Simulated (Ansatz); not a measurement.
Equation of state of BaCd4Pt2

A database entry relaxed whole under r2SCAN (P4_2/mnm):

```xyz
14
Lattice="8.4244 0.0000 0.0000 0.0000 8.4244 0.0000 0.0000 0.0000 4.4735" Properties=species:S:1:pos:R:3 pbc="T T T"
Ba    0.0000    0.0000    0.0000
Ba    4.2122    4.2122    2.2367
Cd    7.0949    3.4593    0.0000
Cd    0.7528    2.8828    2.2367
Cd    1.3294    4.9650    0.0000
Cd    7.6715    5.5416    2.2367
Cd    2.8828    0.7528    2.2367
Cd    4.9650    1.3294    0.0000
Cd    5.5416    7.6715    2.2367
Cd    3.4593    7.0949    0.0000
Pt    2.3504    2.3504    0.0000
Pt    1.8618    6.5626    2.2367
Pt    6.0739    6.0739    0.0000
Pt    6.5626    1.8618    2.2367
```

The cell was scaled uniformly, its shape held, and the atoms relaxed at each volume with plane-wave PAW DFT (Ansatz 0.2.0; r2SCAN, 500 eV, 4×4×8 Γ-centred mesh, fermi-dirac occupations of width 0.100 eV; no spin, no spin-orbit coupling). One row is withheld.

| volume (Å³/atom) | energy over the lowest (meV/atom) | pressure (GPa) |
| --- | --- | --- |
| 21.317 | 22.3 | 5.68 |
| 21.770 | 9.5 | 3.55 |
| 22.224 | 2.2 | 1.68 |
| 22.677 | 0.0 | 0.02 |
| 23.131 | ? | ? |
| 23.584 | 8.2 | -2.70 |
| 24.038 | 17.6 | -3.83 |

Task: Fit the pressures of the other rows to the third-order Birch-Murnaghan form.

Result: With f = [(V₀/V)^(2/3) − 1]/2 and P = 3B₀f(1 + 2f)^(5/2)[1 + 3(B₀′ − 4)f/2], least squares gives V₀ = 22.69 Å³ an atom, B₀ = 77.2 GPa and B₀′ = 5.4; the rows miss the fit by less than 0.01 GPa. The slope of the energies differs from these pressures by less than 0.05 GPa.

Task: What does the withheld row hold?

Result: The fit gives -1.42 GPa at 23.131 Å³; the run gave -1.42 GPa and 2.1 meV an atom.

Caveats: the shape of the cell was held, so B₀ is an upper bound where the axes differ in stiffness; 0 K, fixed nuclei; the symmetry was kept, and this need not be the phase that is stable at 0 K; one mesh for all volumes; every run is gapless at this level; pressure is positive in compression.
